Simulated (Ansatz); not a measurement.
The elements of this relaxed crystal are hidden behind letters.

```
lattice vectors (Å)
   0.0000    2.3732   11.0897
   1.5562    0.0000   11.0897
   1.5562    2.3732    0.0000
fractional positions
X 0.4103 0.4103 0.5897
X 0.8034 0.8034 0.1966
X 0.1966 0.1966 0.8034
X 0.5897 0.5897 0.4103
Z 0.0000 0.0000 0.0000
```

All numbers below come from Ansatz, DFT PBE, scalar-relativistic, plane waves, PAW. The final run on the 5-atom cell used 420 eV, a Γ-centred 14×14×14 mesh, 0.10 eV smearing and no spin polarisation.

| Quantity | Value |
| --- | --- |
| Space group | Fmmm (No. 69) |
| Conventional cell | a = 3.112 Å, b = 4.746 Å, c = 22.179 Å |
| Volume per atom | 16.38 Å³ |
| Density | 5.93 g/cm³ |
| Energy over the elements | −0.12 eV/atom |
| Gap on the 14×14×14 mesh of the 5-atom cell | 0 eV (a metal) |

Energies are uncorrected and count from the elements' standard states at the same level.

Q: X is a d-block element of period 4 and Z is a d-block element of period 5. Which elements are they?

A: X = Ti, Z = Ru, so the formula is Ti4Ru. Density times volume gives a mean mass of 5.93 × 16.38/1.6605 = 58.5 u per atom, and this set has 58.5 u. Around Ti on its first site lie 2 Ru at 2.53 Å, 6 Ti at 2.84 Å, 2 Ru at 3.10 Å, 2 Ti at 3.11 Å and 2 Ti at 3.36 Å; Ti on its second site has 8 Ti at 2.83–2.84 Å, 2 Ti at 3.11 Å and 4 Ti at 3.35–3.36 Å; Ru is surrounded by 4 Ti at 2.53 Å, 4 Ru at 2.84 Å, 4 Ti at 3.10 Å and 2 Ru at 3.11 Å. Other sets within the hints have nearly the same mass, so mass alone doesn't settle it; this one was computed.

A structure relaxed within its symmetry needn't be a true minimum.
